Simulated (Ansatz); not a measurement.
The start is a generated cell, NbAs placed in the WC structure type. Cell shape, volume and atoms are optimised at zero target pressure with PBE (plane waves to 420 eV, PAW, scalar-relativistic; Ansatz, a quantum-chemistry and plane-wave program). The first steps use a coarse 8×8×7 k-mesh.

Initial structure:
```
NbAs
1.0
    3.54110     0.00000     0.00000
   -1.77055     3.06668     0.00000
    0.00000     0.00000     3.45594
Nb As
1 1
Direct
  0.00000   0.00000   0.00000
  0.66667   0.33333   0.50000
```

**Question.** How large is the pressure on the unrelaxed cell, and of which sign?

**Answer.** -7 GPa (negative: the cell is under tension).

**Question.** How much energy is released per atom?

**Answer.** 0.03 eV/atom.

**Question.** How do the shortest distances between atoms change?

**Answer.** The closest pairs of elements (up to four, under 3.6 Å), start → end: As–Nb 2.68 → 2.64 Å; Nb–Nb 3.46 → 3.43 Å; As–As 3.46 → 3.43 Å.

**Question.** Is the relaxed structure metallic? Give its gap.

**Answer.** Zero (metallic).

**Question.** What does it relax into? Give the structure.

**Answer.** 
Space group P-6m2 (No. 187); a = b = 3.425 Å, c = 3.487 Å, α = β = 90.00°, γ = 120.00°

| atom | site | symmetry | x | y | z |
|---|---|---|---|---|---|
| Nb | 1a | -6m2 | 0.0000 | 0.0000 | 0.0000 |
| As | 1f | -6m2 | 0.6667 | 0.3333 | 0.5000 |

The space group stays P-6m2 (No. 187) (the run could not lower it); the end is AFLOW prototype AB_hP2_187_d_a (B_h, as in WC), with 2 atoms in the primitive cell. Final values are on a 16×16×13 k-mesh of the relaxed cell. No spin polarisation in the result.

The run could not lose the symmetry of its start, so the end can be a saddle point.

All atoms sit on sites fixed by symmetry, so only the cell could relax.

The relaxed structure here is a generated cell of NbAs: the first start was made by placing the elements on the sites of a structure type, and the end was not matched to a known phase here, so it may be hypothetical.
